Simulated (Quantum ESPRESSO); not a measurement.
# Hf3YFO7: input and log of a self-consistent run

Simulated, not a measurement. The program is pw.x of Quantum ESPRESSO 7.5 (plane-wave density functional theory). The cell is made up: 12 atoms on a fluorite lattice, with randomly drawn elements, strain and displacements, not relaxed. PseudoDojo standard norm-conserving files (v0.5 for PBE, v0.4.1 for LDA and PBEsol) set the functional; there is no spin polarisation, spin-orbit coupling or dispersion term, and the masses in the input are unused placeholders.

The hafnium pseudopotential is less sure than the others, with forces about 3 percent (worst 6) and pressure in oxides about 1.5 GPa (worst 2.7) from a second method in checks, which no rerun with the same files tests.

Input:

```
&control calculation='scf', pseudo_dir='./dojo.nc.sr.pbe.v0_5.standard.upf', outdir='./o', disk_io='medium', tprnfor=.true., tstress=.true. /
&system ibrav=0, nat=12, ntyp=4, nbnd=54, ecutwfc=84.00895049, nosym=.true., tot_charge=0,
 occupations='smearing', smearing='fd', degauss=0.0018374661
/
&electrons conv_thr=7.350e-09, electron_maxstep=60, /
ATOMIC_SPECIES
F 1.0 F.upf
Hf 1.0 Hf.upf
O 1.0 O.upf
Y 1.0 Y.upf
CELL_PARAMETERS angstrom
5.1521 0.0 0.0
0.0 5.1521 0.0
0.0 0.0 5.1521
ATOMIC_POSITIONS angstrom
Hf -0.0584 0.0212 -0.0257
Hf 0.0567 2.6489 2.6714
Hf 2.5715 -0.0925 2.5971
Y 2.6171 2.5686 -0.0116
F 1.3028 1.3425 1.2476
O 1.3014 1.2687 3.724
O 1.3794 3.8759 1.2972
O 1.4278 3.8749 3.7998
O 3.9059 1.2679 1.4353
O 3.8968 1.2934 3.8248
O 3.894 3.8786 1.326
O 3.882 3.7873 3.9136
K_POINTS automatic
4 4 4 1 1 1
```

The log is shortened where brackets say so; the opening notice, blank lines, dates and the lines on written files are dropped, and the path of the files is cut. It prints rydbergs, bohrs and kilobars, and counts compression as positive stress. With no partly filled state, the Fermi energy that it prints is only some level between the filled and the empty states on the mesh, and need not lie in the true gap.

```
     Program PWSCF v.7.5
     Parallel version (MPI & OpenMP), running on       1 processor cores
     Number of MPI processes:                 1
     Threads/MPI process:                     1
     [start-up lines left out]
     bravais-lattice index     =            0
     lattice parameter (alat)  =       9.7361  a.u.
     unit-cell volume          =     922.8890 (a.u.)^3
     number of atoms/cell      =           12
     number of atomic types    =            4
     number of electrons       =        96.00
     number of Kohn-Sham states=           54
     kinetic-energy cutoff     =      84.0090  Ry
     charge density cutoff     =     336.0358  Ry
     scf convergence threshold =      7.3E-09
     mixing beta               =       0.7000
     number of iterations used =            8  plain     mixing
     Exchange-correlation= PBE
                           (   1   4   3   4   0   0   0)
     [axes and pseudopotential details left out]
   Cartesian axes
     site n.     atom                  positions (alat units)
         1        Hf     tau(   1) = (  -0.0113352   0.0041148  -0.0049883  )
         2        Hf     tau(   2) = (   0.0110052   0.5141399   0.5185070  )
         3        Hf     tau(   3) = (   0.4991169  -0.0179538   0.5040857  )
         4        Y      tau(   4) = (   0.5079676   0.4985540  -0.0022515  )
         5        F      tau(   5) = (   0.2528678   0.2605734   0.2421537  )
         6        O      tau(   6) = (   0.2525960   0.2462491   0.7228121  )
         7        O      tau(   7) = (   0.2677355   0.7522952   0.2517808  )
         8        O      tau(   8) = (   0.2771297   0.7521011   0.7375245  )
         9        O      tau(   9) = (   0.7581180   0.2460938   0.2785854  )
        10        O      tau(  10) = (   0.7563518   0.2510433   0.7423769  )
        11        O      tau(  11) = (   0.7558083   0.7528192   0.2573708  )
        12        O      tau(  12) = (   0.7534792   0.7350983   0.7596126  )
     number of k points=    32  Fermi-Dirac smearing, width (Ry)=  0.0018
                       cart. coord. in units 2pi/alat
        k(    1) = (   0.1250000   0.1250000   0.1250000), wk =   0.0625000
        k(    2) = (   0.1250000   0.1250000   0.3750000), wk =   0.0625000
     [further k points left out]
     Dense  grid:    96105 G-vectors     FFT dimensions: (  60,  60,  60)
     Estimated max dynamical RAM per process >     167.79 MB
     Initial potential from superposition of free atoms
     starting charge      95.9899, renormalised to      96.0000
     Starting wfcs are   72 randomized atomic wfcs
     total cpu time spent up to now is       12.1 secs
     per-process dynamical memory:    93.1 Mb
     Self-consistent Calculation
     iteration #  1     ecut=    84.01 Ry     beta= 0.70
     Davidson diagonalization with overlap
     ethr =  1.00E-02,  avg # of iterations =  2.0
     total cpu time spent up to now is       37.3 secs
     total energy              =    -700.45264260 Ry
     estimated scf accuracy    <       4.40263736 Ry
     iteration #  2     ecut=    84.01 Ry     beta= 0.70
     Davidson diagonalization with overlap
     ethr =  4.59E-03,  avg # of iterations =  5.4
     total cpu time spent up to now is       67.0 secs
     total energy              =    -700.18369767 Ry
     estimated scf accuracy    <      10.56447557 Ry
     iteration #  3     ecut=    84.01 Ry     beta= 0.70
     Davidson diagonalization with overlap
     ethr =  4.59E-03,  avg # of iterations =  3.5
     total cpu time spent up to now is       90.1 secs
     total energy              =    -702.54809466 Ry
     estimated scf accuracy    <       0.33957082 Ry
     iteration #  4     ecut=    84.01 Ry     beta= 0.70
     Davidson diagonalization with overlap
     ethr =  3.54E-04,  avg # of iterations =  4.0
     total cpu time spent up to now is      116.6 secs
     total energy              =    -702.59232947 Ry
     estimated scf accuracy    <       0.14929434 Ry
     iteration #  5     ecut=    84.01 Ry     beta= 0.70
     Davidson diagonalization with overlap
     ethr =  1.56E-04,  avg # of iterations =  4.2
     total cpu time spent up to now is      143.6 secs
     total energy              =    -702.59578497 Ry
     estimated scf accuracy    <       0.02758730 Ry
     [iterations 6 to 10 left out]
     iteration # 11     ecut=    84.01 Ry     beta= 0.70
     Davidson diagonalization with overlap
     ethr =  2.50E-08,  avg # of iterations =  2.0
     total cpu time spent up to now is      299.6 secs
     total energy              =    -702.60635323 Ry
     estimated scf accuracy    <       0.00000558 Ry
     iteration # 12     ecut=    84.01 Ry     beta= 0.70
     Davidson diagonalization with overlap
     ethr =  5.81E-09,  avg # of iterations =  3.5
     total cpu time spent up to now is      321.1 secs
     total energy              =    -702.60635472 Ry
     estimated scf accuracy    <       0.00000005 Ry
     iteration # 13     ecut=    84.01 Ry     beta= 0.70
     Davidson diagonalization with overlap
     ethr =  5.46E-11,  avg # of iterations =  5.4
     total cpu time spent up to now is      353.3 secs
     total energy              =    -702.60635479 Ry
     estimated scf accuracy    <       0.00000005 Ry
     iteration # 14     ecut=    84.01 Ry     beta= 0.70
     Davidson diagonalization with overlap
     ethr =  4.94E-11,  avg # of iterations =  2.0
     total cpu time spent up to now is      372.8 secs
     total energy              =    -702.60635479 Ry
     estimated scf accuracy    <          7.5E-09 Ry
     iteration # 15     ecut=    84.01 Ry     beta= 0.70
     Davidson diagonalization with overlap
     ethr =  7.86E-12,  avg # of iterations =  4.0
     total cpu time spent up to now is      397.9 secs
     End of self-consistent calculation
          k = 0.1250 0.1250 0.1250 ( 11999 PWs)   bands (ev):
   -50.3305 -49.8350 -49.6438 -27.9343 -19.0392 -18.8623 -18.8360 -18.6195
   -18.4544 -18.4347 -18.3785 -18.2357 -18.2298 -12.9448  -8.6481  -8.6001
    -8.5298  -6.0429  -5.0960  -4.9805  -4.8749  -4.3730  -4.2951  -4.0020
     4.5513   4.6433   4.9464   6.2884   6.3716   6.6126   7.1310   7.2850
     7.4939   8.1308   8.4004   8.5355   9.2580   9.4155   9.5179   9.9655
    10.2266  10.3100  10.3771  10.5588  10.7671  11.1731  11.2348  11.4445
    15.0316  15.4378  15.6965  16.0764  16.1969  16.6422
     [levels at the other k points left out]
     the Fermi energy is    12.8324 ev
!    total energy              =    -702.60635480 Ry
     estimated scf accuracy    <          2.6E-09 Ry
     smearing contrib. (-TS)   =       0.00000000 Ry
     internal energy E=F+TS    =    -702.60635480 Ry
     The total energy is F=E-TS. E is the sum of the following terms:
     one-electron contribution =    -118.91381259 Ry
     hartree contribution      =     117.60229862 Ry
     xc contribution           =    -171.93620383 Ry
     ewald contribution        =    -529.35863701 Ry
     convergence has been achieved in  15 iterations
     Forces acting on atoms (cartesian axes, Ry/au):
     atom    1 type  2   force =    -0.06139057   -0.02958610   -0.01375992
     atom    2 type  2   force =    -0.06311163    0.01182779    0.00210400
     atom    3 type  2   force =     0.07660580   -0.00731171    0.00821007
     atom    4 type  4   force =     0.03858768   -0.00235176    0.00189327
     atom    5 type  1   force =    -0.02768033   -0.04167506    0.00338520
     atom    6 type  3   force =    -0.02752947   -0.01610558    0.01060646
     atom    7 type  3   force =    -0.06635295    0.04695973    0.01105801
     atom    8 type  3   force =    -0.08915193    0.01195008    0.01639111
     atom    9 type  3   force =     0.03909231   -0.02021033   -0.05429328
     atom   10 type  3   force =     0.04080964   -0.05945028    0.04397659
     atom   11 type  3   force =     0.05209553    0.02561764    0.01149482
     atom   12 type  3   force =     0.08802593    0.08033560   -0.04106633
     Total force =     0.258053     Total SCF correction =     0.000090
     Computing stress (Cartesian axis) and pressure
          total   stress  (Ry/bohr**3)                   (kbar)     P=       26.13
   0.00013125   0.00005445  -0.00009993           19.31        8.01      -14.70
   0.00005445   0.00015498  -0.00001965            8.01       22.80       -2.89
  -0.00009993  -0.00001965   0.00024660          -14.70       -2.89       36.28
     init_run     :     11.15s CPU     11.99s WALL (       1 calls)
     electrons    :    361.43s CPU    385.80s WALL (       1 calls)
     forces       :      5.17s CPU      5.24s WALL (       1 calls)
     stress       :     18.42s CPU     19.17s WALL (       1 calls)
     [timing details left out]
     PWSCF        :   6m36.30s CPU   7m 2.45s WALL
     JOB DONE.
```

In other units: free energy -9559.446 eV for the cell, pressure 2.61 GPa, largest force component 2.292 eV/Å. A rerun of a related cell, with the same atoms placed differently, at a cutoff of 1437 eV and k mesh 6 x 6 x 6 moved values by no more than 0.003 eV in energy, 0.04 GPa in stress and 0.002 eV/Å in force.